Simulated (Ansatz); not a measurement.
PbSe:
```xyz
2
Lattice="3.7680 0.0000 0.0000 0.0000 3.7680 0.0000 0.0000 0.0000 3.7680" Properties=species:S:1:pos:R:3 pbc="T T T"
Pb     0.0000     0.0000     0.0000
Se     1.8840     1.8840     1.8840
```

Relaxed with r²SCAN. Special points in fractions of this cell's reciprocal vectors: Γ (0.000, 0.000, 0.000); X (0.000, 0.500, 0.000); M (0.500, 0.500, 0.000); R (0.500, 0.500, 0.500).

Task: List the band energies nearest the Fermi level at these points for r²SCAN with spin–orbit coupling in the plane-wave PAW code Ansatz.

Result: In eV from the Fermi level; about four levels below and three above (degenerate sets whole), none deeper than 8.9 eV; points with the same levels are listed once.

```
k                                below                          above
-  -----------------------------------  -----------------------------
Γ              -1.40 -1.40 -1.40 -1.40  4.71 4.71 5.74 5.74 5.74 5.74
X              -0.21 -0.21 -0.15 -0.15            0.17 0.17 3.12 3.12
M              -4.40 -4.40 -0.10 -0.10            3.49 3.49 4.88 4.88
R  -2.38 -2.38 -2.38 -2.38 -1.46 -1.46            0.09 0.09 0.09 0.09
```

Space group Pm-3m (CsCl type). The first step of the workflow began from a Materials Project structure, measured or hypothetical; the Crystallography Open Database copy checked does not list it. It is not the phase usual at ambient conditions (space group No. 225). The r²SCAN relaxation kept the symmetry of its start; whether a distortion lowers the energy is not shown.

Potentials: the later of the program's two PAW sets.
